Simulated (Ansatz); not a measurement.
Formation energy of PbO-type BiTe

Method: PBE, scalar-relativistic; no spin polarisation; PAW, 420 eV, 6×6×8 k-mesh, Gaussian smearing of 0.05 eV; code Ansatz; PAW files: Ansatz's generated set soft_2.

This is a trial structure; measured cells of the compound in the Crystallography Open Database are in space groups P-3m1, Fm-3m (rock salt).

The structure is tetragonal, space group P4/nmm (No. 129). The conventional cell has a = 5.617 Å, b = 5.617 Å, c = 4.157 Å, α = 90.00°, β = 90.00°, γ = 90.00°. Around Bi (site symmetry 4mm) lie 4 Te at 3.16 Å. Around Te (site symmetry -4m2) lie 4 Bi at 3.16 Å. (Shells end 15 % past the nearest neighbour.)

The elements were computed in their standard states with the same datasets, cutoff and functional. Total energies depend on the potentials used, so only differences within one code and one set of settings carry meaning.

Energy of the relaxed cell (4 atoms, smearing extrapolated to zero): -38752.904 eV. Elements, in eV/atom: Bi -12396.551, Te -6979.958.

What is the formation energy?

[-38752.904 − (2 × -12396.551 + 2 × -6979.958)] / 4 = 0.03 eV/atom, or 3 kJ per mole of atoms.

The value is for 0 K, without zero-point energy. A positive value means that this structure is unstable even against the elements at this level.

These numbers lack spin–orbit coupling.
